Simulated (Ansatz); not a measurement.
## Ca: one input, then a changed one

The cell comes from COD entry 9011034, which wasn't checked; take it as a given geometry. It was measured hot, at 740 K. The listed cell was then made from it by scaling, straining or moving an atom.

First run: DFT, PBEsol, PAW with Ansatz's default frozen-core files, scalar-relativistic (Ansatz 0.2.0).

Command: `ansatz run input.yaml --threads 1 --pin off --max-ram 2048MiB --backend cpu --events-out ev --progress --plain --runs-dir out` The run took about 4.5 s on 1 thread of a shared machine.

```yaml
crystal:
  lattice:
    - [-2.2694770646, 2.2694770646, 2.2694770646]
    - [2.2694770646, -2.2694770646, 2.2694770646]
    - [2.2694770646, 2.2694770646, -2.2694770646]
  atoms:
    - { symbol: Ca, position: [0.0, 0.0, 0.0] }
kpoints:
  mp_grid: { grid: [10, 10, 10] }
scf:
  occupations: { method: fermi_dirac, width: 0.05 }
hamiltonian:
  xc: pbesol
  pseudopotentials: { kind: paw }
output:
  forces: true
  stress: true
  efg: { contact_densities: true }
relax:
  f_tol: 0.005
  max_steps: 80
  cell: {}
```

Result: converged; relaxed volume 40.453 Å³/atom; 24 SCF iterations in all.

The input is then changed:

```diff
@@ -10,4 +10,5 @@
 scf:
   occupations: { method: fermi_dirac, width: 0.05 }
+  eigensolver: { kind: davidson }
 hamiltonian:
   xc: pbesol
@@ -21,3 +22,5 @@
   max_steps: 80
   cell: {}
+basis:
+  precision: f64
```

**Question.** What does the second run give?

**Answer.** It converged; energy at zero smearing 0.0 meV/atom from the first run; relaxed volume 40.453 Å³/atom; 23 SCF iterations in all.

The results part of its log:

```
basis re-selected at this cell: Δ(F+E_penalty+E_count) = +2.666e-5 eV, ΔP = -0.000 GPa vs the last step (what re-selecting the basis moved, of the pressure what is left beyond the Pulay correction that the steps carried, after the strain that the cell walked since its last selection, with what the two solves' SCF thresholds leave and, on support functions, any second-order correction that the steps lacked; it is no measure of the basis error at this ecutwfc). This SCF's stress stands 1.57e-2 GPa from its target on what of the cell is left free (relax.cell.stress_tol is 5.00e-2 GPa) and its largest allowed force component is 0.00e0 eV/Å (relax.f_tol is 5.00e-3 eV/Å): within both
SCF converged after 5 iterations
Free energy (F): -1793.724011 eV
Harris-Foulkes:  -1793.724011 eV  (|F-HF|=2.27e-13)
Internal energy: -1793.710517 eV  (E = F + TS)
E sigma→0 (E₀):  -1793.717264 eV
Entropy (-TS):   -0.013494 eV (-13.494 meV/atom)
Fermi energy:    5.232696 eV
--- Per-component energies (eV) ---
  E_band       = -171.212579
  E_kinetic    = 275.613006
  E_local      = -836.179157  (includes V_loc(G=0)·N_el)
  E_nonlocal   = 64.736267
  E_hartree    = 278.868604
  E_xc         = -134.327345
  E_vxc        = -168.305890  (∫ρ·V_xc dr)
  E_paw        = -836.727457  (= ΣΔE_a)
  E_vpaw       = -64.813984  (= ΣTr[D̂ρ^β])
  E_aug_tail   = -0.000006  (compensation charges beyond the density's cutoff)
  E_ewald      = -605.813223
  E_core_change = 0.118794  (= ΣΔE_core)
  E_smearing   = -0.013494  (= −TS)
  E_closure    = -0.000000  (closes the sum)
  Σ components = -1793.724011   (vs F -1793.724011, Δ=0.00e0)
--- Forces (eV/Å), atoms counted from 1 ---
  atom   1  Ca     0.00000000    -0.00000000     0.00000000
  max |Σ_I F_I| component: 1.02e-30 eV/Å
--- Stress (GPa, compression-positive) ---
       -0.015745       0.000000       0.000000
       -0.000000      -0.015745       0.000000
       -0.000000       0.000000      -0.015745
  P = ⅓ Tr σ = -0.0157 GPa (-0.157 kbar)
--- PAW observables at the nuclei: V_zz in 10²¹ V/m², potentials from the cell's mean, atoms counted from 1 ---
  atom   1  Ca V_zz =    -0.000000   η = 0.0000   by run symmetry: forbidden
            electrostatic potential = -2209.868642 V   contact ρ = 41145.786261 e/Å³
--- Relaxed structure (4 steps of the walk, 4 accepted, 1 SCFs on fresh bases) ---
  F+E_penalty+E_count = -1793.72401076 eV   max|allowed force component| = 0.000e0 eV/Å   (the final SCF, on the basis selected at the relaxed cell)
  cell:  # Å, volume = 40.4528 Å³
    - [-2.1625341552609387, 2.1625341552609387, 2.1625341552609387]
    - [2.1625341552609387, -2.1625341552609387, 2.1625341552609387]
    - [2.1625341552609387, 2.1625341552609387, -2.1625341552609387]
  atoms:
    - { symbol: Ca, position: [0.0, 0.0, 0.0] }
```
